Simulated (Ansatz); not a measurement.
**TaN (P-6m2): from strained cells to moduli**

```
CELL_PARAMETERS angstrom
2.93620 0.00000 0.00000
-1.46810 2.54282 0.00000
0.00000 0.00000 2.88458
ATOMIC_POSITIONS crystal
Ta 0.00000 0.00000 0.50000
N 0.66667 0.33333 0.00000
```

The conventional cell has a = 2.936 Å, b = 2.936 Å, c = 2.885 Å, α = 90.00°, β = 90.00°, γ = 120.00°. Around Ta (atom 1) lie 6 N at 2.23 Å. N (atom 2) has 6 Ta at 2.23 Å as nearest neighbours.

Level of theory, where no other is named: r²SCAN, PAW on Ansatz 0.2.0's default frozen-core files (fitted under PBE), scalar-relativistic. k mesh 18×18×16, strains of ±0.005, Fermi-Dirac smearing of 0.100 eV, cutoff 500 eV. The cell was relaxed by PAW under this functional.

The cell is hexagonal and carries a residual pressure of -0.02 GPa at this level. Each strain component that symmetry leaves independent is applied at ±0.005, the ions relax wherever a strain frees them, and the stress (tension positive, GPa) is read. Shears are engineering strains, γ = 2ε.

| strain | size | σxx | σyy | σzz | σyz | σxz | σxy |
| --- | --- | --- | --- | --- | --- | --- | --- |
| xx | -0.005 | -3.4423 | -1.0518 | -0.7347 | 0.0000 | 0.0000 | 0.0000 |
| xx | +0.005 | 3.3576 | 1.0653 | 0.7670 | 0.0000 | 0.0000 | 0.0000 |
| zz | -0.005 | -0.7491 | -0.7491 | -4.3435 | 0.0000 | 0.0000 | 0.0000 |
| zz | +0.005 | 0.7530 | 0.7530 | 4.2722 | 0.0000 | 0.0000 | 0.0000 |
| yz | -0.005 | 0.0133 | 0.0042 | 0.0162 | -1.2532 | 0.0000 | 0.0000 |
| yz | +0.005 | 0.0133 | 0.0042 | 0.0162 | 1.2532 | 0.0000 | 0.0000 |

A central difference gives one constant, for example C11 ≈ (3.3576 − (-3.4423))/(0.01) = 680.0 GPa; the program then imposes the crystal's symmetry on the whole matrix.

Task: What are the independent elastic constants?

Result: C11 = 680.0, C12 = 211.7, C13 = 150.2, C33 = 861.6, C44 = 250.6 GPa.

Task: Is the crystal stable against homogeneous strain?

Result: The least eigenvalue of the 6×6 matrix is 234.1 GPa, so yes.

Task: What moduli does a random aggregate of grains have?

Result: Voigt and Reuss bounds: B from 359.0 to 360.6 and G from 256.2 to 261.1 GPa; their means are B = 359.8 and G = 258.6 GPa. Then E = 9BG/(3B + G) = 626.0 GPa, ν = (3B − 2G)/(6B + 2G) = 0.210 and B/G = 1.39, on the brittle side of Pugh's 1.75 (a rule of thumb).

Task: With the density of 15.032 g/cm³, how fast does sound travel, and what Debye temperature follows?

Result: 

| direction | slow (m/s) | middle (m/s) | fast (m/s) |
| --- | --- | --- | --- |
| x | 3947 | 4083 | 6726 |
| y | 3947 | 4083 | 6726 |
| z | 4083 | 4083 | 7571 |

The mean of v⁻³ over directions and branches gives v_m = 4573 m/s and θ_D = (ħ/k_B) v_m (6π²n)^(1/3) = 617 K, n being atoms per volume. Young's modulus spans 593 to 811 GPa over directions, and the universal anisotropy index is 0.10.

Known limits: frozen-core PAW files fitted under PBE, their cores solved anew for the functional of the run; responses of metals move with mesh and smearing; no spin-orbit coupling on heavy atoms; elastic stability says nothing of phonons or of other phases.
